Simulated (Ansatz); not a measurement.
Space group Cmmm (No. 65). a = 3.335 Å, b = 4.241 Å, c = 4.703 Å, α = 90.00°, β = 90.00°, γ = 90.00°
```json
{"atom": "Mg", "site": "2c", "symmetry": "mmm", "x": "0.5000", "y": "0.0000", "z": "0.5000"}
{"atom": "W", "site": "2a", "symmetry": "mmm", "x": "0.5000", "y": "0.5000", "z": "0.0000"}
```

Equation of state of this MgW structure (not necessarily the ground state), with shape and atoms relaxed at each volume where symmetry leaves them free. It has no gap at any of these volumes. These are results of DFT PBEsol, scalar-relativistic, plane waves, PAW in Ansatz, not measurements.

Settings: cutoff 420 eV, Γ-centred mesh 10×14×10 on the computed 4-atom cell, Gaussian smearing of 0.10 eV; no spin polarisation.

| V (Å³/atom) | E − E(largest V) (meV/atom) | P (GPa) |
| --- | --- | --- |
| 15.632 | 5.50 | 10.32 |
| 16.131 | -17.80 | 4.78 |
| 16.630 | -25.05 | 0.00 |
| 17.129 | -18.47 | -4.12 |
| 17.628 | 0.00 | -7.65 |

Problem. Fit a third-order Birch–Murnaghan equation to E(V).

Solution. V0 = 16.63 Å³/atom, B0 = 148 GPa, B0' = 4.0.

Spin-orbit coupling is left out, which matters for the bands of heavy elements.